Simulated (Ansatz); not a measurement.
Relaxed CsPbBr3 (cubic perovskite):

```xyz
5
Lattice="5.9372 0.0000 0.0000 0.0000 5.9372 0.0000 0.0000 0.0000 5.9372" Properties=species:S:1:pos:R:3 pbc="T T T"
Cs     0.0000     0.0000     0.0000
Pb     2.9686     2.9686     2.9686
Br     0.0000     2.9686     2.9686
Br     2.9686     2.9686     0.0000
Br     2.9686     0.0000     2.9686
```

These are r2SCAN (plane waves to 500 eV, PAW, scalar-relativistic; Ansatz, a first-principles code) values and carry that method's errors. k mesh 5×5×5 (Γ-centred), Fermi-Dirac smearing 0.05 eV. CsPbBr3 was relaxed with its symmetry unable to fall. Spin-orbit coupling is left out, though Pb is heavy. This is a high-temperature form of CsPbBr3.

One atom of the cell was then moved (with its periodic images), all else fixed, and the forces (eV/Å) came out as:

```json
[
 {"atom": "Cs1", "Fx": "0.004", "Fy": "0.000", "Fz": "0.000"},
 {"atom": "Pb2", "Fx": "-0.008", "Fy": "0.000", "Fz": "0.000"},
 {"atom": "Br3", "Fx": "-0.014", "Fy": "0.000", "Fz": "0.000"},
 {"atom": "Br4", "Fx": "0.014", "Fy": "0.000", "Fz": "0.000"},
 {"atom": "Br5", "Fx": "0.003", "Fy": "0.000", "Fz": "0.000"}
]
```

### Question
Which atom was moved, and by which vector (Å)?

### Answer
Br4, by (-0.06, 0.00, 0.00), 0.06 Å in all.

(For displaced atoms, the force is minus the slope of the energy, and its curvature is a force constant, which sets phonon frequencies.)
